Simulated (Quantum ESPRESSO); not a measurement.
MgIn3P3S (made-up cell) (calculated)

All values are calculated (Quantum ESPRESSO 7.5). Calculation on a made-up crystal cell, not a measurement: periodic Kohn-Sham density functional theory in plane waves with PseudoDojo standard norm-conserving scalar-relativistic pseudopotentials, each functional with its own files (v0.5 for PBE, v0.4.1 for LDA and PBEsol), no spin polarisation, no spin-orbit coupling, atoms not relaxed, stress positive in tension, energies less a fixed whole-eV offset for each atom's element; levels are Kohn-Sham levels at fractions of this cell's reciprocal vectors, counted from the reference band (half the neutral cell's valence electrons, rounded up) at Gamma; error bars cover cutoff and k-mesh only, not smearing or the files; added strain carries the atoms with the cell, and shear is the tensor component; each bar is the largest change over components, and at least 0.002 eV, 0.002 eV per angstrom or 0.02 GPa; energies are for the whole cell, and the offsets were chosen from early runs and are not element reference energies.

Entry: MgIn3P3S (made-up cell)

Unstrained structure:
```xyz
8
Lattice="5.8852 0.0694 0.0056 0.0694 5.9270 -0.0886 0.0056 -0.0886 5.9892" Properties=species:S:1:pos:R:3 MgIn3P3S
Mg    -0.0798     0.0214    -0.0328
In     0.0338     2.8099     2.9734
In     2.9474    -0.0515     3.0007
In     2.9562     3.0524    -0.0126
S      1.4261     1.4856     1.3976
P      1.4036     4.3082     4.4116
P      4.3564     1.3984     4.4790
P      4.3846     4.4560     1.4748
```

| Item | Value |
| --- | --- |
| lattice type | zincblende/diamond |
| functional | pbe |
| cutoff | 1143 eV |
| fermi dirac smearing | 0.025 eV |
| scf tolerance | 1e-07 eV |
| electrons removed | 0 |
| added strain kind | shear xy |
| added strain | -0.0237 |
| k mesh | 4 x 4 x 4, shifted by half a step |
| structure shown | before the added strain of -0.0237 |

Atoms:
```tsv
atoms element	atom site	atom energy offset (eV)
Mg	1	-1617
In	2	-1808
In	3	-1808
In	4	-1808
S	5	-302
P	6	-189
P	7	-189
P	8	-189
```

Question: What stress xy does the calculation give for MgIn3P3S (made-up cell)?
Answer: -1.534 GPa

Question: Give the table of forces values for MgIn3P3S (made-up cell).
Answer: 
Forces:
```tsv
site	x (eV/Å)	y (eV/Å)	z (eV/Å)
1	-0.1808	-0.5397	-0.04904
2	-1.141	0.3437	-0.0696
3	-0.7467	-0.5344	0.3795
4	-0.08895	0.06292	-1.078
5	0.1037	-0.6214	0.1093
6	0.5896	0.8374	0.5016
7	0.2863	0.4194	0.3683
8	1.178	0.03206	-0.162
```

Further results for MgIn3P3S (made-up cell):

| Quantity | Value |
| --- | --- |
| free energy less offsets | 1.178 eV |
| smearing term minus ts | 0 eV |
| scf iterations | 10 |
| pressure | 0.565 GPa |
| stress xx | -0.7291 GPa |
| stress yy | -0.6412 GPa |
| stress zz | -0.3248 GPa |
| stress yz | -2.689 GPa |
| stress xz | -0.3671 GPa |
| error bar energy | 0.004932 eV |
| error bar stress | 0.02 GPa |
| error bar force | 0.002 eV/Å |
| error bars from | tighter rerun of a related cell |
